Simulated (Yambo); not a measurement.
Yambo input for LiBaF3 (cubic perovskite, space group Pm-3m, No. 221) (a = 3.9886 Å, b = 3.9886 Å, c = 3.9886 Å, α = 90.00°, β = 90.00°, γ = 90.00°), on norm-conserving PBEsol (Quantum ESPRESSO, 84 Ry, no spin-orbit coupling) wavefunctions on a 10×10×10 mesh:

```
optics
chi
dipoles
kernel
FFTGvecs= 40 Ry
Chimod= "HARTREE"
NGsBlkXd= 3 Ry
% QpntsRXd
 1 | 1 |
%
% BndsRnXd
 2 | 52 |
%
GrFnTpXd= "R"
% EnRngeXd
 0.0 | 20.0 | eV
%
% DmRngeXd
 0.2 | 0.2 | eV
%
CGrdSpXd= 50
ETStpsXd= 161
% LongDrXd
 1.0 | 0.0 | 0.0 |
%
% XfnQP_E
 3.235 | 1.0 | 1.0 |
%
```

First lines of the file o-*.eps_q1_inv_rpa_dyson:

```
Absorption @ Q(1):   1.00000000     0.00000000     0.00000000    [q->0 direction]
#
# [ X ] Hartree size     :   57
# [GEN] GF Energies     : Perdew, Burke & Ernzerhof SOL(X)+Perdew, Burke & Ernzerhof SOL(C)+ user defined corrections @E
# [GEN] Green`s Function     : Retarded
#
# [GEN] Gauge     : Length
# [GEN] [r,Vnl] included     : yes
#
#    E[1] [eV]     Im(eps)     Re(eps)     Im(eps_o)     Re(eps_o)
#
     0.000000     -0.34199E-10     2.241189     -0.52944E-18     2.374784
     0.125000     0.239576E-3     2.241263     0.264849E-3     2.374867
     0.250000     0.479377E-3     2.241488     0.529940E-3     2.375115
     0.375000     0.719631E-3     2.241862     0.795517E-3     2.375529
     0.500000     0.960563E-3     2.242387     0.001062     2.376109
     0.625000     0.001202     2.243062     0.001329     2.376855
     0.750000     0.001445     2.243889     0.001598     2.377769
     0.875000     0.001690     2.244868     0.001868     2.378851
     1.000000     0.001936     2.246000     0.002139     2.380102
     1.125000     0.002184     2.247286     0.002413     2.381523
     1.250000     0.002433     2.248727     0.002689     2.383116
     1.375000     0.002686     2.250326     0.002967     2.384882
     1.500000     0.002941     2.252082     0.003249     2.386823
     1.625000     0.003198     2.253999     0.003533     2.388941
     1.750000     0.003459     2.256078     0.003821     2.391237
     1.875000     0.003724     2.258320     0.004112     2.393714
     2.000000     0.003992     2.260729     0.004408     2.396374
     2.125000     0.004264     2.263307     0.004708     2.399220
     2.250000     0.004541     2.266056     0.005012     2.402254
     2.375000     0.004822     2.268979     0.005322     2.405480
     2.500000     0.005108     2.272079     0.005637     2.408902
     2.625000     0.005400     2.275359     0.005957     2.412521
     2.750000     0.005698     2.278824     0.006284     2.416343
     2.875000     0.006001     2.282476     0.006618     2.420371
     3.000000     0.006312     2.286320     0.006958     2.424609
     3.125000     0.006629     2.290359     0.007306     2.429062
     3.250000     0.006954     2.294600     0.007662     2.433735
     3.375000     0.007287     2.299045     0.008027     2.438633
     3.500000     0.007628     2.303700     0.008401     2.443761
     3.625000     0.007978     2.308572     0.008784     2.449125
     3.750000     0.008338     2.313665     0.009178     2.454732
     3.875000     0.008709     2.318986     0.009582     2.460588
     4.000000     0.009090     2.324542     0.009999     2.466700
```
(The file goes on to the top of the energy range.) Convergence of the RPA response with its 10×10×10 mesh was not tested. The scissor comes from a G0W0 run whose convergence isn't established.

Geometry of the Materials Project entry, not relaxed at this level.

The structure is a Materials Project entry; no match was found in the copy of COD used, and its stability was not checked.
